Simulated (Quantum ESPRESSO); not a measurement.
## Al2ZnSiN4 (input and log of a self-consistent run)

Computed values, not a measurement. The program is pw.x of Quantum ESPRESSO 7.5 (plane-wave density functional theory). The cell is made up: 8 atoms on a wurtzite lattice, with randomly drawn elements, strain and displacements, not relaxed. PseudoDojo standard norm-conserving files (v0.5 for PBE, v0.4.1 for LDA and PBEsol) set the functional; there is no spin polarisation, spin-orbit coupling or dispersion term, and the masses in the input are unused placeholders.

Input:

```
&control calculation='scf', pseudo_dir='./dojo.nc.sr.pbe.v0_5.standard.upf', outdir='./o', disk_io='medium', tprnfor=.true., tstress=.true. /
&system ibrav=0, nat=8, ntyp=4, nbnd=31, ecutwfc=84.00895049, nosym=.true., tot_charge=0,
 occupations='smearing', smearing='fd', degauss=0.0018374661
/
&electrons conv_thr=7.350e-09, electron_maxstep=60, /
ATOMIC_SPECIES
Al 1.0 Al.upf
N 1.0 N.upf
Si 1.0 Si.upf
Zn 1.0 Zn.upf
CELL_PARAMETERS angstrom
3.0731 0.0102 0.0087
0.0176 5.3207 0.0538
0.0143 0.051 4.9096
ATOMIC_POSITIONS angstrom
Al 0.0378 0.024 0.0941
Al 1.5482 2.7285 -0.0249
Zn 1.5941 0.9212 2.2983
Si 0.0208 3.5515 2.5322
N 0.0185 -0.0016 1.9632
N 1.4532 2.6953 1.8263
N 1.4887 0.9444 4.2115
N 0.0239 3.5983 4.3626
K_POINTS automatic
6 4 4 1 1 1
```

The log is shortened where brackets say so; the opening notice, blank lines, dates and the lines on written files are dropped, and the path of the files is cut. It prints rydbergs, bohrs and kilobars, and counts compression as positive stress.

```
     Program PWSCF v.7.5
     Parallel version (MPI & OpenMP), running on       1 processor cores
     Number of MPI processes:                 1
     Threads/MPI process:                     1
     [start-up lines left out]
     bravais-lattice index     =            0
     lattice parameter (alat)  =       5.8074  a.u.
     unit-cell volume          =     541.6694 (a.u.)^3
     number of atoms/cell      =            8
     number of atomic types    =            4
     number of electrons       =        50.00
     number of Kohn-Sham states=           31
     kinetic-energy cutoff     =      84.0090  Ry
     charge density cutoff     =     336.0358  Ry
     scf convergence threshold =      7.3E-09
     mixing beta               =       0.7000
     number of iterations used =            8  plain     mixing
     Exchange-correlation= PBE
                           (   1   4   3   4   0   0   0)
     [axes and pseudopotential details left out]
   Cartesian axes
     site n.     atom                  positions (alat units)
         1        Al     tau(   1) = (   0.0123002   0.0078096   0.0306203  )
         2        Al     tau(   2) = (   0.5037862   0.8878572  -0.0081025  )
         3        Zn     tau(   3) = (   0.5187221   0.2997596   0.7478696  )
         4        Si     tau(   4) = (   0.0067683   1.1556624   0.8239810  )
         5        N      tau(   5) = (   0.0060199  -0.0005206   0.6388277  )
         6        N      tau(   6) = (   0.4728731   0.8770539   0.5942802  )
         7        N      tau(   7) = (   0.4844248   0.3073089   1.3704272  )
         8        N      tau(   8) = (   0.0077771   1.1708912   1.4195954  )
     number of k points=    48  Fermi-Dirac smearing, width (Ry)=  0.0018
                       cart. coord. in units 2pi/alat
        k(    1) = (   0.0828793   0.0711421   0.0772625), wk =   0.0416667
        k(    2) = (   0.0824414   0.0695611   0.2337659), wk =   0.0416667
     [further k points left out]
     Dense  grid:    56271 G-vectors     FFT dimensions: (  36,  60,  60)
     Estimated max dynamical RAM per process >      71.39 MB
     Initial potential from superposition of free atoms
     starting charge      49.9943, renormalised to      50.0000
     Starting wfcs are   38 randomized atomic wfcs
     total cpu time spent up to now is        7.2 secs
     per-process dynamical memory:    55.3 Mb
     Self-consistent Calculation
     iteration #  1     ecut=    84.01 Ry     beta= 0.70
     Davidson diagonalization with overlap
     ethr =  1.00E-02,  avg # of iterations =  3.0
     total cpu time spent up to now is       24.1 secs
     total energy              =    -518.21567605 Ry
     estimated scf accuracy    <       2.31315423 Ry
     iteration #  2     ecut=    84.01 Ry     beta= 0.70
     Davidson diagonalization with overlap
     ethr =  4.63E-03,  avg # of iterations =  3.3
     total cpu time spent up to now is       36.8 secs
     total energy              =    -518.84485943 Ry
     estimated scf accuracy    <       2.00651774 Ry
     iteration #  3     ecut=    84.01 Ry     beta= 0.70
     Davidson diagonalization with overlap
     ethr =  4.01E-03,  avg # of iterations =  2.0
     total cpu time spent up to now is       54.8 secs
     total energy              =    -519.20281561 Ry
     estimated scf accuracy    <       0.08187446 Ry
     iteration #  4     ecut=    84.01 Ry     beta= 0.70
     Davidson diagonalization with overlap
     ethr =  1.64E-04,  avg # of iterations =  5.9
     total cpu time spent up to now is       75.1 secs
     total energy              =    -519.22586999 Ry
     estimated scf accuracy    <       0.00487771 Ry
     iteration #  5     ecut=    84.01 Ry     beta= 0.70
     Davidson diagonalization with overlap
     ethr =  9.76E-06,  avg # of iterations =  7.8
     total cpu time spent up to now is       93.3 secs
     total energy              =    -519.22668989 Ry
     estimated scf accuracy    <       0.00219987 Ry
     [iterations 6 to 8 left out]
     iteration #  9     ecut=    84.01 Ry     beta= 0.70
     Davidson diagonalization with overlap
     ethr =  1.38E-08,  avg # of iterations =  3.4
     total cpu time spent up to now is      154.5 secs
     total energy              =    -519.22698444 Ry
     estimated scf accuracy    <       0.00000301 Ry
     iteration # 10     ecut=    84.01 Ry     beta= 0.70
     Davidson diagonalization with overlap
     ethr =  6.02E-09,  avg # of iterations =  2.0
     total cpu time spent up to now is      163.7 secs
     total energy              =    -519.22698441 Ry
     estimated scf accuracy    <       0.00000073 Ry
     iteration # 11     ecut=    84.01 Ry     beta= 0.70
     Davidson diagonalization with overlap
     ethr =  1.45E-09,  avg # of iterations =  2.0
     total cpu time spent up to now is      174.5 secs
     total energy              =    -519.22698452 Ry
     estimated scf accuracy    <       0.00000004 Ry
     iteration # 12     ecut=    84.01 Ry     beta= 0.70
     Davidson diagonalization with overlap
     ethr =  7.42E-11,  avg # of iterations =  3.2
     total cpu time spent up to now is      186.6 secs
     total energy              =    -519.22698453 Ry
     estimated scf accuracy    <       0.00000001 Ry
     iteration # 13     ecut=    84.01 Ry     beta= 0.70
     Davidson diagonalization with overlap
     ethr =  2.27E-11,  avg # of iterations =  2.0
     total cpu time spent up to now is      196.1 secs
     End of self-consistent calculation
     [lines on levels left out]
!    total energy              =    -519.22698453 Ry
     estimated scf accuracy    <          1.2E-09 Ry
     smearing contrib. (-TS)   =      -0.00000000 Ry
     internal energy E=F+TS    =    -519.22698453 Ry
     The total energy is F=E-TS. E is the sum of the following terms:
     one-electron contribution =    -417.64643102 Ry
     hartree contribution      =     234.87721737 Ry
     xc contribution           =     -77.72337528 Ry
     ewald contribution        =    -258.73439560 Ry
     convergence has been achieved in  13 iterations
     Forces acting on atoms (cartesian axes, Ry/au):
     atom    1 type  1   force =    -0.03948868    0.05452538   -0.07450249
     atom    2 type  1   force =    -0.00772114   -0.11957909   -0.01573664
     atom    3 type  4   force =    -0.03227652   -0.00977024    0.06434265
     atom    4 type  3   force =    -0.02098195    0.08977964   -0.02970041
     atom    5 type  2   force =     0.03104281   -0.22912561   -0.07475556
     atom    6 type  2   force =     0.03123701    0.16835122    0.06150558
     atom    7 type  2   force =     0.04448965    0.02897860    0.15798094
     atom    8 type  2   force =    -0.00630118    0.01684011   -0.08913407
     Total force =     0.409324     Total SCF correction =     0.000042
     Computing stress (Cartesian axis) and pressure
          total   stress  (Ry/bohr**3)                   (kbar)     P=      144.73
   0.00129510  -0.00024533  -0.00020276          190.52      -36.09      -29.83
  -0.00024533   0.00073038  -0.00019512          -36.09      107.44      -28.70
  -0.00020276  -0.00019512   0.00092607          -29.83      -28.70      136.23
     init_run     :      6.95s CPU      7.06s WALL (       1 calls)
     electrons    :    180.08s CPU    188.94s WALL (       1 calls)
     forces       :      1.98s CPU      2.01s WALL (       1 calls)
     stress       :      7.54s CPU      7.62s WALL (       1 calls)
     [timing details left out]
     PWSCF        :   3m16.76s CPU   3m25.93s WALL
     JOB DONE.
```

In other units: free energy -7064.443 eV for the cell, pressure 14.47 GPa, largest force component 5.891 eV/Å. A rerun of the same cell at another strain at 1437 eV and a 8 x 6 x 6 mesh moved values by no more than 0.002 eV in energy, 0.04 GPa in stress and 0.003 eV/Å in force.